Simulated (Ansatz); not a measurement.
A plane-wave DFT run in Ansatz 0.2.0 (scalar-relativistic PAW potentials unless the input names others): input and command.

```yaml
crystal:
  lattice:
    - [0.0, 1.9537423478, 1.9537423478]
    - [1.9537423478, 0.0, 1.9537423478]
    - [1.9537423478, 1.9537423478, 0.0]
  atoms:
    - { symbol: Pd, position: [0.0, 0.0, 0.0] }
basis:
  ecutwfc: 500
  ecutrho_ratio: 1
kpoints:
  mp_grid: { grid: [18, 18, 18] }
hamiltonian:
  xc: r2scan
scf:
  occupations: { method: gaussian, width: 0.1 }
  max_iter: 80
output:
  forces: true
  eigenvalues: true
  stress: true
```

```bash
ansatz run input.yaml --threads 8 --pin off --max-ram 20480MiB --backend cpu --events-out ev --progress --plain --runs-dir out
```

Abridged log:
```
Basis set: ecut = 500 eV, 339 PW (Γ), exchange–correlation on 64×64×64 points (64 copies of the dense FFT grid, shifted against one another)
Bands: 13, of which v1, the nominal top of the filled ones, is band 9 counted from 1 (8 counted from 0)
Symmetry: 48 space group operations
k-points: 195 of 5832
SCF iter   1: F=—  HF=-6985.775071 eV  |F-HF|=—  |Δ(HF+E_count)|=         —  Δρ=2.04e-2  dr2=4.45e-2  dr2_τ=1.39e-2  ethr=1.77e-3  ⟨swp⟩=5.2  Hψ=14712  notcnv=0
SCF iter   2: F=—  HF=-6985.783741 eV  |F-HF|=—  |Δ(HF+E_count)|=   8.67e-3  Δρ=9.10e-3  dr2=4.17e-3  dr2_τ=6.04e-4  ethr=2.47e-4  ⟨swp⟩=2.0  Hψ=4749  notcnv=0
SCF iter   3: F=—  HF=-6985.785580 eV  |F-HF|=—  |Δ(HF+E_count)|=   1.84e-3  Δρ=3.95e-3  dr2=1.85e-3  dr2_τ=1.09e-4  ethr=2.32e-5  ⟨swp⟩=2.0  Hψ=4113  notcnv=0
SCF iter   4: F=—  HF=-6985.785386 eV  |F-HF|=—  |Δ(HF+E_count)|=   1.93e-4  Δρ=6.21e-4  dr2=5.18e-5  dr2_τ=1.58e-6  ethr=1.03e-5  ⟨swp⟩=2.3  Hψ=3396  notcnv=0
SCF iter   5: F=—  HF=-6985.785404 eV  |F-HF|=—  |Δ(HF+E_count)|=   1.84e-5  Δρ=2.19e-4  dr2=5.59e-6  dr2_τ=2.47e-7  ethr=2.88e-7  ⟨swp⟩=2.0  Hψ=3565  notcnv=0
SCF iter   6: F=—  HF=-6985.785404 eV  |F-HF|=—  |Δ(HF+E_count)|=   3.72e-7  Δρ=7.58e-5  dr2=7.40e-7  dr2_τ=1.00e-8  ethr=3.10e-8  ⟨swp⟩=2.1  Hψ=3178  notcnv=0
SCF iter   7: F=-6985.785404 eV  HF=-6985.785404 eV  |F-HF|=4.66e-8  |Δ(HF+E_count)|=   1.03e-7  Δρ=2.40e-5  dr2=7.67e-8  dr2_τ=1.49e-9  ethr=5.56e-10  ⟨swp⟩=5.0  Hψ=10962  notcnv=0
SCF 1 converged in 7 iterations: F = -6985.785404 eV  dr2 = 7.67e-8
SCF converged after 7 iterations
Free energy (F): -6985.785404 eV
Harris-Foulkes:  -6985.785404 eV  (|F-HF|=4.66e-8)
Internal energy: -6985.774600 eV  (E = F + TS)
E sigma→0 (E₀):  -6985.780002 eV
Entropy (-TS):   -0.010804 eV (-10.804 meV/atom)
Fermi energy:    19.309990 eV
--- Forces (eV/Å), atoms counted from 1 ---
  atom   1  Pd     0.00000000     0.00000000     0.00000000
--- Stress (GPa, compression-positive) ---
        4.287652       0.000000       0.000000
        0.000000       4.287652       0.000000
        0.000000       0.000000       4.287652
  P = ⅓ Tr σ = 4.2877 GPa (42.877 kbar)
```

**Question.** What should be changed?

**Answer.** The fault is a density cutoff too low for products of the waves, which reach up to 4 times the waves' cutoff (basis.ecutrho_ratio: not typed → 1, the first being the value of the sound run). Setting it back cures it. The log, from which this was withheld above, says: «Warning: basis.ecutrho_ratio = 1 (ecutrho = 500 eV) is below the records' recommended 2000 eV» «settings of this run that can trade accuracy for cost: basis.ecutrho_ratio < 4. Do not mix this run's numbers with those of runs without the same settings; the input reference describes each key» The run converged all the same, with an energy at zero smearing 39.88 meV/atom below the reference's, pressure 4.29 GPa, largest force 0.000 eV/Å, no gap on the mesh, so convergence alone doesn't show that an input is right. A reference run on usual settings, whose relaxation ended at this geometry, converged, and the end of its own relaxation has pressure -0.03 GPa, largest force 0.000 eV/Å, no gap on the mesh.

It took 0.57 s on 8 threads of Intel(R) Xeon(R) 6975P-C (Granite Rapids), with other jobs on the host, peak memory 0.4 GiB.